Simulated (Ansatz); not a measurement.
YTaN$_{3}$ (cubic perovskite, Pm-3m) at seven volumes, r²SCAN (plane waves, PAW; program Ansatz), scaled uniformly. One row is withheld.

```
V (Å³/atom)  P (GPa)
-----------  -------
11.915         24.82
12.308         15.31
12.701          7.17
13.093          0.00
13.486             ?
13.879        -11.58
14.272        -16.22
```

Question: Fit the shown pressures and predict the withheld one.

Answer: P = (3/2)B₀(x^(7/2) − x^(5/2))[1 + (3/4)(B′ − 4)(x − 1)] with x = (V₀/V)^(2/3). Least squares on the six rows gives V₀ = 13.094 Å³/atom, B₀ = 221 GPa, B′ = 3.69. At V = 13.486, x = 0.9805 and P = -6.17 GPa. The run itself gave -6.21 GPa.

The start of the workflow was typed in or built on a structure type; neither database checked (COD, Materials Project) lists it. Whether it is the stable phase at ambient conditions was not checked. The cell was relaxed with r²SCAN under the symmetry of its start; whether a distortion lowers the energy is not shown. The run is not spin-polarised. Scalar-relativistic: spin–orbit coupling is off unless named, which matters more the heavier the elements.

Potentials: the earlier of the program's two PAW sets.
